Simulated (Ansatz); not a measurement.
# What DFT gives for SnSO

```xyz
6
Lattice="3.8494 0.0000 0.0000 0.0000 3.8494 0.0000 0.0000 0.0000 6.7201" Properties=species:S:1:pos:R:3 pbc="T T T"
Sn    0.9624    0.9624    1.3477
Sn    2.8871    2.8871    5.3724
S     0.9624    0.9624    4.2672
S     2.8871    2.8871    2.4528
O     2.8871    0.9624    0.0000
O     0.9624    2.8871    0.0000
```

The numbers come from plane-wave PAW DFT (Ansatz): PBEsol, no spin polarisation, 420 eV, 9×9×5 Γ-centred k points, fermi-dirac occupations (width 0.0119 eV). Nothing was relaxed.

Is there a gap?

It is a metal, with about 3.6 states/eV a cell as the mean within 0.25 eV of the Fermi level, mostly S p (76 %) and O p (15 %).

Which atom feels the largest force, and which way?

The largest is on Sn1 (and as large on other atoms): 1.47 eV/Å, components (0.00, 0.00, -1.47). It makes 55° with the line to a nearest neighbour, O5 at 2.35 Å.

Is the cell too large or too small?

The pressure is -14.1 GPa (compression positive), so with the atoms held at these fractions the cell would first shrink; the forces are large, so a full relaxation may end otherwise. The principal stresses -15.1, -13.6, -13.6 GPa differ, so its shape would change too.

Describe some of the short contacts.

Sn–O at 2.35 Å: least valence density 0.38 e/Å³ and ELF 0.23 there. O–O at 2.72 Å: least valence density 0.14 e/Å³ and ELF 0.05 there. S–Sn at 2.92 Å: least valence density 0.23 e/Å³ and ELF 0.36 there. Both are smooth PAW fields, read partly inside the augmentation spheres.

Origin: a known structure type with other elements, at an estimated volume, so it need not be a known compound. Caveats: many states at the Fermi level without spin polarisation, so a magnetic state may lie lower.
